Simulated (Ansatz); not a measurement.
PbSe (rock salt), relaxed with PBE (Ansatz, a quantum-chemistry and plane-wave program, plane waves, PAW): a = 6.2172 Å, b = 6.2172 Å, c = 6.2172 Å, α = 90.00°, β = 90.00°, γ = 90.00°.

| Quantity | Result |
|---|---|
| gap (eV) | 0.43 |
| ΔH_f (eV/atom) | -0.56 |
| electron conductivity mass (mₑ) | 0.13 |

The same phase is relaxed and computed with PBE+D3(BJ) in the same code. What are the cell and these values now?

a = b = c = 6.134 Å, α = β = γ = 90.00°.

gap (eV): 0.31
ΔH_f (eV/atom): -0.56
electron conductivity mass (mₑ): 0.12

All cells were relaxed under the symmetry of their starts (and spin orders); stability against distortions was not tested throughout. Scalar-relativistic: spin–orbit coupling is off unless named, which matters more the heavier the elements.

Potentials: the later of the program's two PAW sets.

Ansatz is a plane-wave DFT program.

Formation energies count from the lowest solids of the elements computed at the same level, not from gases.
